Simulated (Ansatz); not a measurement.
This guess for Sn3Te is about to be relaxed.

```
Sn Te
1.0
     6.08742    0.00000    0.00000
     0.00000    6.08742    0.00000
     0.00000    0.00000    6.08742
Sn Te
6 2
Direct
  0.25000 0.00000 0.50000
  0.75000 0.00000 0.50000
  0.00000 0.50000 0.25000
  0.00000 0.50000 0.75000
  0.50000 0.75000 0.00000
  0.50000 0.25000 0.00000
  0.00000 0.00000 0.00000
  0.50000 0.50000 0.50000
```

Theory: DFT PBE, scalar-relativistic, plane waves, PAW in Ansatz. Cutoff 420 eV, Gaussian smearing, Γ-centred meshes. Cell and atoms relax on a converged mesh. In metals the finer mesh still leaves noise of several meV/atom or more. The steps can't lower the symmetry of their start. No spin polarisation.

A guess keeps its type if space group and coordination stay and the shape of the cell changes little (axis ratios within about 15 %, angles within 6°); the volume may change.

Task: Will the relaxed cell still be of the starting type?

Result: It keeps its type: symmetry leaves only the cell edge free. The symmetry stays Pm-3n (No. 223). The end has the A15 type. The volume per atom grows by 4.3 %, from 28.2 to 29.4 Å³. The shortest distance goes from 3.04 Å (Sn–Sn) to 3.09 Å (Sn–Sn). Counting neighbours within 15 % of an atom's shortest distance, the start has Sn 6, Te 12 and the end Sn 6, Te 12.

The zero of energy is the elements' standard structures at the same level; no fitted shifts are applied. The references include grey tin.

Task: At what energy does it end?

Result: +0.12 eV/atom. It can't be a ground state, since the elements alone are lower.

The last run used a 6×6×6 mesh for its 8-atom cell and Gaussian smearing of 0.10 eV. Spin–orbit coupling, which can matter for Te, is left out. The reference form of Te is held partly by dispersion forces, which this level lacks. Symmetry constrained the relaxation, so the result can be a saddle point. Another cell of Sn3Te relaxed alike, in Im-3m, lies 199 meV/atom lower, so this cell isn't the stable form at this level.
